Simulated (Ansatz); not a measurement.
# Density of states of HfB

```cif
data_structure
_symmetry_space_group_name_H-M 'P 1'
_symmetry_Int_Tables_number 1
_cell_length_a 3.2668
_cell_length_b 3.2668
_cell_length_c 3.2668
_cell_angle_alpha 60.000
_cell_angle_beta 60.000
_cell_angle_gamma 60.000
_cell_volume 24.65
loop_
_atom_site_label
_atom_site_type_symbol
_atom_site_fract_x
_atom_site_fract_y
_atom_site_fract_z
_atom_site_occupancy
Hf1 Hf 0.50000 0.50000 0.50000 1
B1 B 0.00000 0.00000 0.00000 1
```

The runs use the primitive cell with vectors (0.000, 2.310, 2.310), (2.310, 0.000, 2.310), (2.310, 2.310, 0.000) Å, to which the k mesh refers.

Conventional cell: a = 4.620 Å, b = 4.620 Å, c = 4.620 Å, α = 90.00°, β = 90.00°, γ = 90.00°. Around Hf (atom 1) lie 6 B at 2.31 Å. Around B (atom 2) lie 6 Hf at 2.31 Å.

The cell comes from COD entry 1511179, which wasn't checked; take it as a given geometry.

Spin polarisation is left out, and whether a magnetic state lies lower isn't shown here.

No spin–orbit coupling, which matters for the heavy atoms here.

Method: DFT, LDA, all-electron LAPW, scalar-relativistic (Ansatz 0.2.0).

Settings: a Γ-centred 15×15×15 k mesh, Fermi–Dirac smearing of 0.05 eV, basis error target 0.25 meV/atom, no spin polarisation.

States per eV and cell, averaged over 0.4 eV, from -10.2 to 3.6 eV, with energies (bin centres) from the Fermi level; empty bins are left out. The partial columns, the largest 4 alone, are projections on Löwdin-orthogonalised atomic shells (those that the program's projection atoms carry: the occupied ones and, for some elements, an empty d or f shell; other empty shells have no column), summed over atoms of an element. Weights on diffuse s and p shells depend on that basis and aren't pure angular character.

| E (eV) | total | Hf 4f | Hf 5d | B 2p | B 2s |
| --- | --- | --- | --- | --- | --- |
| -10.1 | 8.72 | 8.68 | 0.01 | 0.01 | 0.02 |
| -9.7 | 26.28 | 26.25 | 0.01 | 0.02 | 0.00 |
| -9.3 | 0.03 | 0.00 | 0.00 | 0.00 | 0.01 |
| -8.9 | 0.08 | 0.00 | 0.00 | 0.00 | 0.02 |
| -8.5 | 0.12 | 0.00 | 0.00 | 0.01 | 0.04 |
| -8.1 | 0.15 | 0.00 | 0.01 | 0.02 | 0.05 |
| -7.7 | 0.19 | 0.00 | 0.01 | 0.02 | 0.06 |
| -7.3 | 0.24 | 0.00 | 0.02 | 0.03 | 0.08 |
| -6.9 | 0.31 | 0.00 | 0.05 | 0.04 | 0.11 |
| -6.5 | 0.66 | 0.00 | 0.23 | 0.06 | 0.23 |
| -6.1 | 0.77 | 0.00 | 0.30 | 0.06 | 0.28 |
| -5.7 | 0.89 | 0.00 | 0.37 | 0.07 | 0.34 |
| -5.3 | 1.00 | 0.01 | 0.42 | 0.07 | 0.41 |
| -4.9 | 0.52 | 0.00 | 0.19 | 0.06 | 0.21 |
| -4.5 | 0.03 | 0.00 | 0.01 | 0.00 | 0.01 |
| -4.1 | 0.16 | 0.00 | 0.05 | 0.04 | 0.05 |
| -3.7 | 0.38 | 0.00 | 0.14 | 0.11 | 0.09 |
| -3.3 | 0.65 | 0.00 | 0.27 | 0.24 | 0.08 |
| -2.9 | 0.76 | 0.00 | 0.32 | 0.29 | 0.07 |
| -2.5 | 0.83 | 0.00 | 0.35 | 0.35 | 0.06 |
| -2.1 | 0.83 | 0.00 | 0.34 | 0.38 | 0.04 |
| -1.7 | 0.58 | 0.00 | 0.26 | 0.25 | 0.03 |
| -1.3 | 3.29 | 0.00 | 1.62 | 1.45 | 0.07 |
| -0.9 | 2.34 | 0.00 | 1.32 | 0.93 | 0.03 |
| -0.5 | 1.88 | 0.00 | 1.00 | 0.82 | 0.02 |
| -0.1 | 1.07 | 0.00 | 0.57 | 0.47 | 0.02 |
| 0.3 | 0.75 | 0.00 | 0.38 | 0.34 | 0.01 |
| 0.7 | 0.57 | 0.00 | 0.28 | 0.27 | 0.01 |
| 1.1 | 0.45 | 0.00 | 0.21 | 0.22 | 0.00 |
| 1.5 | 0.31 | 0.00 | 0.14 | 0.16 | 0.00 |
| 1.9 | 0.30 | 0.00 | 0.15 | 0.14 | 0.00 |
| 2.3 | 0.46 | 0.00 | 0.23 | 0.21 | 0.01 |
| 2.7 | 0.61 | 0.00 | 0.32 | 0.25 | 0.01 |
| 3.1 | 0.61 | 0.00 | 0.36 | 0.21 | 0.01 |
| 3.5 | 0.64 | 0.00 | 0.41 | 0.18 | 0.02 |

**Question.** Where is the centre of the filled Hf 4f states between -14 eV and the top of the filled states?

**Answer.** -9.84 eV from the Fermi level.
